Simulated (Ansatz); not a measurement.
Nb (diamond, Fd-3m) at seven volumes, r²SCAN (plane waves, PAW; program Ansatz), scaled uniformly. One row is withheld.

```tsv
V (Å³/atom)	P (GPa)
22.752	8.31
23.502	5.10
24.252	2.32
25.002	0.00
25.752	-1.87
26.502	?
27.252	-4.83
```

Fit the shown pressures and predict the withheld one.

P = (3/2)B₀(x^(7/2) − x^(5/2))[1 + (3/4)(B′ − 4)(x − 1)] with x = (V₀/V)^(2/3). Least squares on the six rows gives V₀ = 25.014 Å³/atom, B₀ = 69.6 GPa, B′ = 4.91. At V = 26.502, x = 0.9622 and P = -3.49 GPa. The run itself gave -3.46 GPa.

The start of the workflow was typed in or built on a structure type; neither database checked (COD, Materials Project) lists it. It is not the phase usual at ambient conditions (space group No. 229). The r²SCAN relaxation kept the symmetry of its start; its stability against distortions is not shown here. No spin polarisation was allowed.

Potentials: the later of the program's two PAW sets.
